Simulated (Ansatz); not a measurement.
InTe:
```
InTe
1.0
    0.00000     3.07855     3.07855
    3.07855     0.00000     3.07855
    3.07855     3.07855     0.00000
In Te
1 1
Cartesian
  0.00000   0.00000   0.00000
  3.07855   3.07855   3.07855
```

Relaxed with PBEsol.

Task: Give the Bader charges and basin volumes of the independent atoms, PBEsol (plane waves, PAW; program Ansatz).

Result: 

```tsv
atom	Bader charge (e)	Bader volume (Å³)
In1	+0.56	23.3
Te2	-0.56	35.1
```

Space group Fm-3m (rock salt). The workflow started from an entry of the Crystallography Open Database (COD). Whether it is the stable phase at ambient conditions was not checked. The PBEsol relaxation kept the symmetry of its start; its stability against distortions is not shown here. Spin–orbit coupling is left out wherever it is not named.

Potentials: the later of the program's two PAW sets.
